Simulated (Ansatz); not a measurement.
AlN (rock salt, Fm-3m), a = 4.011 Å, b = 4.011 Å, c = 4.011 Å, α = 90.00°, β = 90.00°, γ = 90.00°; the cell used has 2 atoms.

Relaxed with LDA.

### Question
Give the optical modes at the zone centre with their infrared and Raman activity from DFPT, plane-wave PAW LDA (Ansatz code).

### Answer
Transverse frequencies, without the LO–TO term; a row sums one degenerate level.

```csv
ω (cm⁻¹),degeneracy,IR ((D/Å)²/amu),Raman (Å⁴/amu),activity,symmetry
477,3,65.53,0,IR,T1u
```

### Question
How high does the top mode go among those that the LO–TO term moves?

### Answer
895 cm⁻¹ for q along x.

This is a known high-pressure phase of the composition, computed here at zero pressure and temperature. Symmetry was held in the LDA relaxation; phonons on a q-mesh show no instability.

Potentials: the later of the program's two PAW sets.
